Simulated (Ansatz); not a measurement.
# VPt3 (I4/mmm): electronic heat capacity from the density of states

These are results of Ansatz, DFT PBEsol, scalar-relativistic, plane waves, PAW, not measurements.

Plane waves to 420 eV, a k mesh through Γ of 16×16×16 on the computed 4-atom cell and Gaussian smearing (0.10 eV); collinear spin from starting moments 0.52 0 0 0 μB.

Relaxed cell: I4/mmm, a = 3.841 Å, b = 3.841 Å, c = 7.812 Å, α = 90.00°, β = 90.00°, γ = 90.00°, 4 atoms in the primitive cell. Whether it is the stable form of this composition wasn't checked.

The density of states at the Fermi level is 4.409 states/eV in the cell of 4 atoms (1 formula unit; both spins, tetrahedra on a 24×24×24 mesh). The run ends with a moment of 0.45 μB a cell (largest on a site 0.48 μB), and the figure is for this state; a paramagnetic sample can have a quite different one. Another magnetic order, if the compound takes it, can change N(E_F) and the shape of the cell a good deal.

**Question.** What Sommerfeld coefficient does this give?

**Answer.** Per formula unit N(E_F) = 4.409 states/eV. γ = (π²/3) k_B² N(E_F) N_A = 2.357 mJ/(mol K²) per state/eV, so γ = 10.4 mJ/(mol K²), a mole of formula units. This is the bare band result: a measured γ of the same phase and magnetic order is as a rule larger by a factor 1 + λ from phonons and spin fluctuations. N(E_F) at one energy is sensitive to the mesh where the density of states has sharp peaks.

Spin-orbit coupling is left out, which matters for the bands of heavy elements.

Only this magnetic start was tried.

Cost: 1 run of about 9.4 core-minutes, on Arm Neoverse N1 (shared hosts).